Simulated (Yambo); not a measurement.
G0W0@LDA for ZnO (wurtzite, space group P6_3mc, No. 186) in Yambo. Reference settings: 6×6×4 Γ-centred k mesh, bands 9 to 125 and a 10 Ry block in the screening, 125 bands in G with the Bruneval-Gonze terminator, plasmon pole fitted at 27.2 eV. The LDA gap Γ → Γ on this mesh is 0.87 eV; G0W0 gaps are taken between the same points.

The settings were changed. The gap went from 2.58 eV to 2.44 eV, and the shift of the valence edge from -1.03 eV to -0.80 eV.

Q: Name the change that produced these shifts.
A) no terminator
B) 6×6×2 mesh
C) 1 Ry block
D) 55 bands in G, no terminator

A: A, no terminator. The others gave (gap, valence shift): 1 Ry block: 3.66, -1.91 eV; 6×6×2 mesh: 2.50, -0.96 eV; 55 bands in G, no terminator: 2.33, -0.44 eV.

Geometry relaxed with LDA; primitive cell a = b = 3.184 Å, c = 5.146 Å, α = β = 90.00°, γ = 120.00°.

A shift is the quasiparticle energy of the state minus its LDA energy.
